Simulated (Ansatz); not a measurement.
Relaxed-ion elastic tensor of TaW₃ in space group Fm-3m (No. 225; Ta on 4a, W on 8c, W on 4b) in GPa (Voigt order), the program Ansatz at the PBEsol level (PAW); density 18.93 g/cm³, 16.06 Å³ per atom.

```tsv
	1	2	3	4	5	6
1	495	194	194	0.0	0.0	0.0
2	194	495	194	0.0	0.0	0.0
3	194	194	495	0.0	0.0	0.0
4	0.0	0.0	0.0	121	0.0	0.0
5	0.0	0.0	0.0	0.0	121	0.0
6	0.0	0.0	0.0	0.0	0.0	121
```

Problem. Is the crystal mechanically stable?

Solution. Yes: the smallest eigenvalue of C is 121 GPa.

Problem. Work out the Voigt, Reuss and Hill averages.

Solution. K_V = 295, K_R = 295, K_H = 295; G_V = 133, G_R = 131, G_H = 132 GPa.

Problem. Give Young's modulus, Poisson's ratio, Pugh's ratio and the universal anisotropy index.

Solution. E = 9KG/(3K + G) = 344 GPa; ν = 0.31; K/G = 2.24 (ductile by the Pugh limit of 1.75); A_U = 5G_V/G_R + K_V/K_R − 6 = 0.06.

Problem. Estimate the sound speeds and the Debye temperature.

Solution. v_l = √((K + 4G/3)/ρ) = 4980 m/s, v_t = √(G/ρ) = 2640 m/s, mean 2950 m/s; Θ = (h/k)(3n/4πV)^(1/3) v_m = 348 K.

Problem. Give the Zener ratio and Young's modulus along [100], [110] and [111].

Solution. A = 2C44/(C11 − C12) = 0.80; 1/E = S11 − 2(S11 − S12 − S44/2)Γ with Γ = 0, 1/4, 1/3 gives 386, 333, 318 GPa.

Problem. Solve the Christoffel equation for the three sound speeds along [100], [110], [111].

Solution. Eigenvalues of C_ijkl n_j n_l equal ρv². In km/s, slowest first: [100] 2.52, 2.52, 5.11; [110] 2.52, 2.82, 4.96; [111] 2.72, 2.72, 4.90.

The workflow started from a Materials Project entry (that database holds measured and hypothetical structures alike); the Crystallography Open Database copy checked does not list it. With Ta and W taken as one species the cell has the higher symmetry Im-3m, so it may be an ordered model of a mixed-site phase. Whether it is the stable phase at ambient conditions was not checked. Symmetry was held in the PBEsol relaxation; whether a distortion lowers the energy is not shown. No spin polarisation was allowed. As this level gives no gap, shear constants depend on the k-mesh and smearing (Fermi–Dirac, 0.1 eV here). Scalar-relativistic: spin–orbit coupling is off unless named, which matters more the heavier the elements.

Potentials: the later of the program's two PAW sets.
